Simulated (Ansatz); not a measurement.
TaN (rock salt)

```yaml
crystal:
  lattice:
    - [0.00000, 2.19795, 2.19795]
    - [2.19795, 0.00000, 2.19795]
    - [2.19795, 2.19795, 0.00000]
  atoms:
    - { symbol: N, position: [0.00000, 0.00000, 0.00000] }
    - { symbol: Ta, position: [0.50000, 0.50000, 0.50000] }
```

These are r2SCAN (plane waves to 500 eV, PAW, scalar-relativistic; Ansatz, a first-principles code) values and carry that method's errors. Harmonic phonons by density-functional perturbation theory on a 18×18×18 k mesh, in cm⁻¹ and rounded to 5; i marks imaginary ones, q is in fractions of the reciprocal vectors of the cell shown, and the three acoustic modes at Γ are left out. Spin-orbit coupling is left out, though Ta is heavy. TaN is run without spin polarisation. TaN was relaxed with its symmetry unable to fall. The PAW data are Ansatz's earlier set. This is a high-temperature form of TaN.

Is the structure dynamically stable at Γ, L = (0.5, 0.0, 0.0), X = (0.5, 0.5, 0.0)?

Unstable at this level: the lowest mode is 325i cm⁻¹ at X = (0.5, 0.5, 0.0).

List the wavenumbers at Γ, L = (0.5, 0.0, 0.0), X = (0.5, 0.5, 0.0), with degeneracies.


| q | wavenumbers (cm⁻¹) |
|---|---|
| Γ | 395 (×3) |
| L = (0.5, 0.0, 0.0) | 90 (×2), 115, 475, 575 (×2) |
| X = (0.5, 0.5, 0.0) | 325i, 100i (×2), 410, 440 (×2) |
